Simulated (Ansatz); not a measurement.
**Sc under compression and expansion**

Space group P6_3/mmc (No. 194). a = 3.309 Å, b = 3.309 Å, c = 5.268 Å, α = 90.00°, β = 90.00°, γ = 120.00°
```tsv
atom	site	symmetry	x	y	z
Sc	2c	-6m2	0.3333	0.6667	0.2500
```

The runs use the primitive cell with vectors (3.309, 0.000, 0.000), (-1.654, 2.866, 0.000), (0.000, 0.000, 5.268) Å, to which the k mesh refers.

The geometry is COD entry 9011704, unchecked; take it as a test cell.

Levels of theory: DFT, LDA, all-electron LAPW, scalar-relativistic (Ansatz 0.2.0); DFT, LDA, PAW with Ansatz's default frozen-core files, scalar-relativistic (Ansatz 0.2.0).

For LAPW: a Γ-centred 13×13×7 k mesh, Fermi–Dirac smearing of 0.03 eV, basis error target 0.5 meV/atom, no spin polarisation. PAW takes a cutoff of 420 eV at this cell (files made with PBE, cores remade for this functional). The Ansatz runs share mesh, smearing and spin set-up. Plane-wave (PAW) pressures include the program's estimate of the Pulay term.

The cell above is scaled evenly, with fractional coordinates and shape held.

| V/V(cell) | V (Å³/atom) | P, LAPW (GPa) | P, PAW (GPa) |
| --- | --- | --- | --- |
| 0.9400 | 23.475 | -2.28 | -2.29 |
| 0.9600 | 23.975 | -3.38 | -3.39 |
| 0.9800 | 24.474 | -4.38 | -4.39 |
| 0.9900 | 24.724 | -4.84 | -4.85 |
| 1.0000 | 24.974 | -5.29 | -5.30 |
| 1.0100 | 25.224 | -5.71 | -5.72 |
| 1.0200 | 25.473 | -6.11 | -6.12 |
| 1.0400 | 25.973 | -6.86 | -6.87 |
| 1.0600 | 26.472 | -7.53 | -7.54 |
